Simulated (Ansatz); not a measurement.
NaF:
Space group Fm-3m (No. 225); a = 4.629 Å, b = 4.629 Å, c = 4.629 Å, α = 90.00°, β = 90.00°, γ = 90.00°

```
atom  site  symmetry       x       y       z
----  ----  --------  ------  ------  ------
Na      4a      m-3m  0.0000  0.0000  0.0000
F       4b      m-3m  0.5000  0.5000  0.5000
```
(The calculation used a cell of 2 atoms; values per cell refer to that cell.)

Relaxed with PBEsol. Independent-particle spectrum: no excitons, no local fields, no scissors shift; 0.1 eV broadening; ε₁ of the summed bands alone.

Tabulate the dielectric function from PBEsol in the plane-wave PAW code Ansatz.



| E (eV) | ε₁ xx | ε₂ xx |
|---|---|---|
| 0.0 | 1.78 | 0.00 |
| 0.5 | 1.78 | 0.00 |
| 1.0 | 1.79 | 0.00 |
| 1.5 | 1.79 | 0.00 |
| 2.0 | 1.80 | 0.00 |
| 2.5 | 1.82 | 0.00 |
| 3.0 | 1.84 | 0.00 |
| 3.5 | 1.86 | 0.00 |
| 4.0 | 1.89 | 0.00 |
| 4.5 | 1.94 | 0.00 |
| 5.0 | 1.99 | 0.00 |
| 5.5 | 2.08 | 0.00 |
| 6.0 | 2.25 | 0.00 |
| 6.5 | 2.42 | 0.37 |
| 7.0 | 2.28 | 0.55 |
| 7.5 | 2.17 | 0.64 |
| 8.0 | 2.09 | 0.70 |
| 8.5 | 2.03 | 0.74 |
| 9.0 | 1.98 | 0.78 |
| 9.5 | 1.94 | 0.82 |
| 10.0 | 1.92 | 0.87 |
| 10.5 | 1.91 | 0.97 |
| 11.0 | 1.69 | 1.25 |
| 11.5 | 1.44 | 1.02 |
| 12.0 | 1.45 | 0.84 |

From ε at 6.4 eV (xx: 2.45 + 0.31i), find n, k, the normal reflectivity and the absorption coefficient.

n = 1.57, k = 0.099, R = 5 %, α = 2kE/ħc = 64000 cm⁻¹.

With all bands, ε∞ without local fields is 1.93. DFPT, with local fields, gives 1.89.

The PBEsol relaxation kept the symmetry of its start.

Potentials: the earlier of the program's two PAW sets. The files were generated under PBE; for other functionals the program regenerates the frozen cores, and for LDA and PBEsol the local potential too.
